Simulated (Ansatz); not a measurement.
LaZn4:
```cif
data_La4Zn16
_chemical_formula_sum 'La4 Zn16'
_space_group_name_H-M_alt 'Cmcm'
_space_group_IT_number 63
_space_group_name_Hall '-C 2c 2'
_cell_length_a 6.28065
_cell_length_b 10.22113
_cell_length_c 6.02551
_cell_angle_alpha 90.000
_cell_angle_beta 90.000
_cell_angle_gamma 90.000
loop_
_atom_site_label
_atom_site_type_symbol
_atom_site_symmetry_multiplicity
_atom_site_Wyckoff_symbol
_atom_site_fract_x
_atom_site_fract_y
_atom_site_fract_z
_atom_site_occupancy
La1 La 4 c 0.00000 0.73160 0.25000 1
Zn1 Zn 4 c 0.00000 0.14931 0.25000 1
Zn2 Zn 4 c 0.00000 0.39266 0.25000 1
Zn3 Zn 8 e 0.21494 0.00000 0.00000 1
```
(The calculation used a cell of 10 atoms; values per cell refer to that cell.)

Relaxed at zero pressure with the program Ansatz at the r²SCAN level (PAW).

Q: The volume is lowered by 9 % and shape and atoms relax at that volume. What pressure results, and how do the axes share the change?

A: 8.7 GPa; a -2.9 %, b -3.2 %, c -3.2 %; the energy rises by 43 meV/atom.

Q: Give the new structure.

A: 
Space group Cmcm (No. 63); a = 6.099 Å, b = 9.891 Å, c = 5.835 Å, α = 90.00°, β = 90.00°, γ = 90.00°

```json
[
 {"atom": "La", "site": "4c", "symmetry": "m2m", "x": "0.0000", "y": "0.7327", "z": "0.2500"},
 {"atom": "Zn", "site": "4c", "symmetry": "m2m", "x": "0.0000", "y": "0.1506", "z": "0.2500"},
 {"atom": "Zn", "site": "4c", "symmetry": "m2m", "x": "0.0000", "y": "0.3936", "z": "0.2500"},
 {"atom": "Zn", "site": "8e", "symmetry": "2..", "x": "0.2155", "y": "0.0000", "z": "0.0000"}
]
```

The phase is kept; no other phase was compared at this pressure.

The workflow started from an entry of the Crystallography Open Database (COD, 296 K). Whether it is the stable phase at ambient conditions was not checked. Symmetry was held in the r²SCAN relaxation; whether a distortion lowers the energy is not shown. Axis ratios of metals converge slowly with the k-mesh, so a and c are less sure than the volume. Spin–orbit coupling is left out wherever it is not named.

Potentials: the later of the program's two PAW sets.
